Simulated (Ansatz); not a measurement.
One stationary structure of SiO2. Space group Pbcn (No. 60). These are r2SCAN (plane waves to 500 eV, PAW, scalar-relativistic; Ansatz, a first-principles code) values and carry that method's errors.

```cif
data_O8Si4
_chemical_formula_sum 'Si4 O8'
_space_group_name_H-M_alt 'Pbcn'
_space_group_IT_number 60
_space_group_name_Hall '-P 2n 2ab'
_cell_length_a 4.07167
_cell_length_b 5.03016
_cell_length_c 4.48315
_cell_angle_alpha 90.000
_cell_angle_beta 90.000
_cell_angle_gamma 90.000
loop_
_space_group_symop_operation_xyz
  'x, y, z'
  '-x, -y, -z'
  '-x+1/2, -y+1/2, z+1/2'
  'x+1/2, y+1/2, -z+1/2'
  'x+1/2, -y+1/2, -z'
  '-x+1/2, y+1/2, z'
  '-x, y, -z+1/2'
  'x, -y, z+1/2'
loop_
_atom_site_label
_atom_site_type_symbol
_atom_site_symmetry_multiplicity
_atom_site_Wyckoff_symbol
_atom_site_fract_x
_atom_site_fract_y
_atom_site_fract_z
_atom_site_occupancy
Si1 Si 4 c 0.00000 0.65186 0.25000 1
O1 O 8 d 0.23117 0.38206 0.41961 1
```

### Question
What band gap does r2SCAN give?

### Answer
6.75 eV, direct at Γ (no spin-orbit coupling).

No spin polarisation in the result.

The run could not lose the symmetry of its start; a randomly shaken copy of 12 atoms returns to this structure.

The first start was generated by placing the elements on the sites of a structure type. Materials Project lists a structure of SiO2 in the same space group, Pbcn (No. 60); the sites were not compared with it, nor with measured phases. Known forms of SiO2 include space group No. 92, 136, 152, 154.
